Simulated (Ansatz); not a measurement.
TiN (rock salt)

```xyz
2
Lattice="0.0000 2.1163 2.1163 2.1163 0.0000 2.1163 2.1163 2.1163 0.0000" Properties=species:S:1:pos:R:3 pbc="T T T"
N      0.0000     0.0000     0.0000
Ti     2.1163     2.1163     2.1163
```

The slice is a {110} plane (indices of the conventional cell) through the point (0.500, 0.500, 0.500) (fractional), spanned by u = [100] and v = [1 -1 -1] in vectors of this cell: u (2.99 Å) and v (4.23 Å, at 90° to u). It covers one period; positions are fractions (u, v).

The numbers are results of r2SCAN (plane waves to 500 eV, PAW, scalar-relativistic; Ansatz, a first-principles code), not measurements. k mesh 19×19×19. These are valence fields of a PAW run, semicore shells included where kept as valence: close to a nucleus they are smooth pseudo fields. TiN is run without spin polarisation. TiN was relaxed with its symmetry unable to fall.

### Question
What is the valence density on the shortest N–Ti line in this plane (2.12 Å), at its midpoint?

### Answer
0.51 e/Å³.

### Question
What is the ELF at the midpoint of the shortest N–Ti line in this plane (2.12 Å)?

### Answer
0.18.

### Question
Predict the map of the electrostatic potential energy of an electron, from the cell's mean on the slice.

### Answer
```
v \ u  0.00  0.13  0.26  0.39  0.52  0.65  0.78  0.91
-----  ----  ----  ----  ----  ----  ----  ----  ----
0.88      x     x  <2.0   7.7   9.7   5.7     x     x
0.75    2.4   4.9   8.3  10.2  10.6   9.7   7.3   3.7
0.62      x     x   9.4  10.1   9.8  10.2     x     x
0.50      x     x     x   9.3   8.9   9.1     x     x
0.38      x     x   9.4  10.1   9.8  10.2     x     x
0.25    2.4   4.9   8.3  10.2  10.6   9.7   7.3   3.7
0.12      x     x  <2.0   7.7   9.7   5.7     x     x
0.00      x     x     x   5.8   8.7  <2.0     x     x
```

Values: electrostatic potential energy of an electron, from the cell's mean, in eV. Points within 0.9 Å of a nucleus are blanked (x), as the pseudised field means little there. Values under 2 eV are set to 2. The zero, the cell's mean, hangs on the PAW cores.
